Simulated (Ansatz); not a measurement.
BaO (rock salt, Fm-3m), a = b = c = 5.574 Å, α = β = γ = 90.00°; the cell used has 2 atoms.

Relaxed with the program Ansatz at the PBE level (PAW). Indices refer to the conventional cell of Fm-3m, a = b = c = 5.5736 Å, α = β = γ = 90.00°.

Problem. Simulate the powder diffraction pattern (Ag Kα, λ = 0.560885 Å; lines above 1 %) up to 2θ = 30°.

Solution. Simulated powder pattern, Ag Kα, λ = 0.560885 Å (kinematic, ideal powder, no thermal factors, no anomalous dispersion; the 30 strongest lines at most, above 1 %, up to 2θ = 30°):

```tsv
2θ (°)	d (Å)	I/Imax (%)	hkl
10.00	3.218	100	(111)
11.55	2.787	89	(200)
16.36	1.971	69	(220)
19.21	1.681	56	(311)
20.08	1.609	25	(222)
23.22	1.393	12	(400)
25.34	1.279	26	(331)
26.01	1.246	34	(420)
28.54	1.138	25	(422)
```

The PBE relaxation kept the symmetry of its start. Scalar-relativistic: spin–orbit coupling is off unless named, which matters more the heavier the elements.

Potentials: the later of the program's two PAW sets.
